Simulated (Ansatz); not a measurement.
All numbers below come from DFT PBE, scalar-relativistic, plane waves, PAW (Ansatz 0.2.0). Settings: cutoff 420 eV, Γ-centred meshes spaced at most about 0.3 Å⁻¹, and about 0.25 Å⁻¹ or finer for metals (2π included), Gaussian smearing. No spin polarisation in the final relaxations.

All energies are static (0 K, no zero-point motion). All come from trial cells, and lower structures may exist.

Question: Which of these relaxed structures of Ti3Al5Ni2 is the lowest in energy?
A.

```
CELL_PARAMETERS angstrom
2.85331 0.00000 0.00000
0.00000 2.85331 0.00000
0.00000 0.00000 17.91754
ATOMIC_POSITIONS crystal
Ti 0.00000 0.00000 0.27491
Ti 0.00000 0.00000 0.50000
Ti 0.00000 0.00000 0.72509
Al 0.50000 0.50000 0.00000
Al 0.50000 0.50000 0.16419
Al 0.50000 0.50000 0.38751
Al 0.50000 0.50000 0.61249
Al 0.50000 0.50000 0.83581
Ni 0.00000 0.00000 0.91816
Ni 0.00000 0.00000 0.08184
```

B.

```
CELL_PARAMETERS angstrom
2.85312 0.00000 0.00000
0.00000 2.85312 0.00000
0.00000 0.00000 17.87513
ATOMIC_POSITIONS crystal
Ti 0.00000 0.00000 0.61300
Ti 0.00000 0.00000 0.00000
Ti 0.00000 0.00000 0.38700
Al 0.50000 0.50000 0.72395
Al 0.50000 0.50000 0.88878
Al 0.50000 0.50000 0.11122
Al 0.50000 0.50000 0.27605
Al 0.50000 0.50000 0.50000
Ni 0.00000 0.00000 0.80631
Ni 0.00000 0.00000 0.19369
```

Answer: B. It has space group P4/mmm (No. 123); the next, A, with space group P4/mmm (No. 123), lies 12 meV/atom higher. Counting all near atoms (those within 1.25 times the shortest distance at each site; a plus sign parts nearer from farther groups; a slash parts the counts of unlike sites), the lowest has Ti 12+1/12+2, Al 12/4+9, Ni 8+4 and the next has Ti 12/12+1, Al 12/4+9/8+6, Ni 8+5.

For metals, differences of a few meV/atom aren't resolved. Trial moments died out on the coarse mesh in P4/mmm; another magnetic start might hold. Cells relaxed within their symmetry can be saddle points. Some structure types and database cells were kept out of the candidates from the start, so a known form may be missing.
